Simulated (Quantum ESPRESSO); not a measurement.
Au4W4, input and log of a self-consistent run

A calculation, not a measurement. The program is pw.x of Quantum ESPRESSO 7.5 (plane-wave density functional theory). The cell is made up: eight metal atoms on a hexagonal close-packed lattice, with elements, volume, strain and displacements drawn at random and not relaxed, so it may be unstable or far from any real phase. PseudoDojo standard norm-conserving files set the functional (PBE unless stated); there is no spin polarisation or spin-orbit coupling, the Fermi-Dirac width of 0.25 eV means electrons at about 2900 K, and the masses in the input are unused placeholders. Heavy elements are run without spin-orbit coupling, which real alloys of them have. A spin test at this wide smearing found no moment, but such smearing suppresses magnetism that the real alloy may have.

Input:

```
&control calculation='scf', pseudo_dir='./dojo.nc.sr.pbe.v0_5.standard.upf', outdir='./o', disk_io='minimal', tprnfor=.true., tstress=.true. /
&system ibrav=0, nat=8, ntyp=2, nbnd=79, ecutwfc=75.99759826, nosym=.true., tot_charge=0,
 occupations='smearing', smearing='fd', degauss=0.0183746611
/
&electrons conv_thr=1.470e-08, electron_maxstep=70, mixing_beta=0.5 /
ATOMIC_SPECIES
Au 1.0 Au.upf
W 1.0 W.upf
CELL_PARAMETERS angstrom
0.0 0.0 -4.8127
0.0 5.0785 0.0
5.8642 0.0 0.0
ATOMIC_POSITIONS angstrom
Au 0.1094 -0.1192 -0.1081
Au 3.02 -0.1263 0.1462
Au 1.4297 2.5233 0.1046
W 4.4572 2.533 0.1252
W 0.076 1.5301 -2.4412
Au 2.8338 1.5963 -2.4201
W 1.5751 4.2667 -2.2671
W 4.4578 4.244 -2.4343
K_POINTS automatic
5 5 4 1 1 1
```

The log is shortened where brackets say so; the opening notice, blank lines, dates and the lines on written files are dropped, and the path of the files is cut. It prints rydbergs, bohrs and kilobars, and counts compression as positive stress. Its total energy is the free energy E - TS of the whole cell.

```
     Program PWSCF v.7.5
     Parallel version (MPI & OpenMP), running on       4 processor cores
     Number of MPI processes:                 4
     Threads/MPI process:                     1
     [start-up lines left out]
     bravais-lattice index     =            0
     lattice parameter (alat)  =       9.0947  a.u.
     unit-cell volume          =     967.2297 (a.u.)^3
     number of atoms/cell      =            8
     number of atomic types    =            2
     number of electrons       =       132.00
     number of Kohn-Sham states=           79
     kinetic-energy cutoff     =      75.9976  Ry
     charge density cutoff     =     303.9904  Ry
     scf convergence threshold =      1.5E-08
     mixing beta               =       0.5000
     number of iterations used =            8  plain     mixing
     Exchange-correlation= PBE
                           (   1   4   3   4   0   0   0)
     [axes and pseudopotential details left out]
   Cartesian axes
     site n.     atom                  positions (alat units)
         1        Au     tau(   1) = (   0.0227315  -0.0247678  -0.0224614  )
         2        Au     tau(   2) = (   0.6275064  -0.0262431   0.0303780  )
         3        Au     tau(   3) = (   0.2970682   0.5243003   0.0217342  )
         4        W      tau(   4) = (   0.9261329   0.5263158   0.0260145  )
         5        W      tau(   5) = (   0.0157916   0.3179296  -0.5072413  )
         6        Au     tau(   6) = (   0.5888171   0.3316849  -0.5028570  )
         7        W      tau(   7) = (   0.3272799   0.8865502  -0.4710661  )
         8        W      tau(   8) = (   0.9262576   0.8818335  -0.5058076  )
     number of k points=    50  Fermi-Dirac smearing, width (Ry)=  0.0184
                       cart. coord. in units 2pi/alat
        k(    1) = (   0.1025865   0.0947662  -0.1000000), wk =   0.0400000
        k(    2) = (   0.3077594   0.0947662  -0.1000000), wk =   0.0400000
     [further k points left out]
     Dense  grid:    86623 G-vectors     FFT dimensions: (  54,  54,  64)
     Estimated max dynamical RAM per process >     332.05 MB
     Estimated total dynamical RAM >       1.24 GB
     Initial potential from superposition of free atoms
     starting charge     131.9975, renormalised to     132.0000
     Starting wfcs are   80 randomized atomic wfcs
     total cpu time spent up to now is        8.6 secs
     per-process dynamical memory:   266.6 Mb
     Self-consistent Calculation
     iteration #  1     ecut=    76.00 Ry     beta= 0.50
     Davidson diagonalization with overlap
     ethr =  1.00E-02,  avg # of iterations =  3.7
     total cpu time spent up to now is       32.2 secs
     total energy              =   -1790.35298327 Ry
     estimated scf accuracy    <       3.29677222 Ry
     iteration #  2     ecut=    76.00 Ry     beta= 0.50
     Davidson diagonalization with overlap
     ethr =  2.50E-03,  avg # of iterations =  3.0
     total cpu time spent up to now is       56.2 secs
     total energy              =   -1790.84117214 Ry
     estimated scf accuracy    <      10.80780972 Ry
     iteration #  3     ecut=    76.00 Ry     beta= 0.50
     Davidson diagonalization with overlap
     ethr =  2.50E-03,  avg # of iterations =  2.9
     total cpu time spent up to now is       78.8 secs
     total energy              =   -1791.93277879 Ry
     estimated scf accuracy    <       1.90547978 Ry
     iteration #  4     ecut=    76.00 Ry     beta= 0.50
     Davidson diagonalization with overlap
     ethr =  1.44E-03,  avg # of iterations =  2.0
     total cpu time spent up to now is       97.5 secs
     total energy              =   -1792.09954326 Ry
     estimated scf accuracy    <       0.13021431 Ry
     iteration #  5     ecut=    76.00 Ry     beta= 0.50
     Davidson diagonalization with overlap
     ethr =  9.86E-05,  avg # of iterations =  6.1
     total cpu time spent up to now is      122.8 secs
     total energy              =   -1792.09533769 Ry
     estimated scf accuracy    <       0.30687326 Ry
     [iterations 6 to 12 left out]
     iteration # 13     ecut=    76.00 Ry     beta= 0.50
     Davidson diagonalization with overlap
     ethr =  7.86E-10,  avg # of iterations =  4.7
     total cpu time spent up to now is      287.7 secs
     total energy              =   -1792.13138303 Ry
     estimated scf accuracy    <       0.00000022 Ry
     iteration # 14     ecut=    76.00 Ry     beta= 0.50
     Davidson diagonalization with overlap
     ethr =  1.66E-10,  avg # of iterations =  2.0
     total cpu time spent up to now is      307.2 secs
     total energy              =   -1792.13138305 Ry
     estimated scf accuracy    <       0.00000005 Ry
     iteration # 15     ecut=    76.00 Ry     beta= 0.50
     Davidson diagonalization with overlap
     ethr =  4.03E-11,  avg # of iterations =  2.7
     total cpu time spent up to now is      328.4 secs
     total energy              =   -1792.13138305 Ry
     estimated scf accuracy    <       0.00000014 Ry
     iteration # 16     ecut=    76.00 Ry     beta= 0.50
     Davidson diagonalization with overlap
     ethr =  4.03E-11,  avg # of iterations =  2.0
     total cpu time spent up to now is      347.5 secs
     total energy              =   -1792.13138306 Ry
     estimated scf accuracy    <       0.00000003 Ry
     iteration # 17     ecut=    76.00 Ry     beta= 0.50
     Davidson diagonalization with overlap
     ethr =  2.22E-11,  avg # of iterations =  1.1
     total cpu time spent up to now is      364.6 secs
     End of self-consistent calculation
     [lines on levels left out]
!    total energy              =   -1792.13138306 Ry
     estimated scf accuracy    <          5.1E-09 Ry
     smearing contrib. (-TS)   =      -0.10267934 Ry
     internal energy E=F+TS    =   -1792.02870372 Ry
     The total energy is F=E-TS. E is the sum of the following terms:
     one-electron contribution =    -481.31500091 Ry
     hartree contribution      =     308.15530538 Ry
     xc contribution           =    -340.23424675 Ry
     ewald contribution        =   -1278.63476145 Ry
     convergence has been achieved in  17 iterations
     Forces acting on atoms (cartesian axes, Ry/au):
     atom    1 type  1   force =    -0.03573757    0.02881719    0.03585780
     atom    2 type  1   force =    -0.00146342    0.01488642   -0.03605482
     atom    3 type  1   force =     0.01246885   -0.01150749   -0.01805597
     atom    4 type  2   force =     0.01701694   -0.01817904    0.00047808
     atom    5 type  2   force =    -0.05365289    0.04528004    0.01404635
     atom    6 type  1   force =     0.05698902    0.03891383    0.02421760
     atom    7 type  2   force =    -0.02284459   -0.04911425   -0.03717706
     atom    8 type  2   force =     0.02722365   -0.04909669    0.01668802
     Total force =     0.156116     Total SCF correction =     0.000214
     Computing stress (Cartesian axis) and pressure
          total   stress  (Ry/bohr**3)                   (kbar)     P=     -100.47
  -0.00055086   0.00003763  -0.00001687          -81.03        5.53       -2.48
   0.00003763  -0.00077027  -0.00003765            5.53     -113.31       -5.54
  -0.00001687  -0.00003765  -0.00072774           -2.48       -5.54     -107.05
     init_run     :      8.11s CPU      8.49s WALL (       1 calls)
     electrons    :    347.93s CPU    356.02s WALL (       1 calls)
     forces       :      3.51s CPU      3.52s WALL (       1 calls)
     stress       :     12.83s CPU     12.89s WALL (       1 calls)
     [timing details left out]
     PWSCF        :   6m12.53s CPU   6m21.16s WALL
     JOB DONE.
```

In other units: free energy -24383.190 eV for the cell, pressure -10.05 GPa, largest force component 1.465 eV/Å in size. The run took 383 s of wall time with four MPI processes on a shared machine (Intel Xeon, older, virtual cores), so the time is rough. A rerun of this cell at a higher cutoff and on a denser mesh moved values by no more than 0.008 eV in energy, 0.05 GPa in stress and 0.006 eV/Å in force, and a second program with other atomic files agreed on that cell to 2 % rms in force and 0.5 GPa in pressure.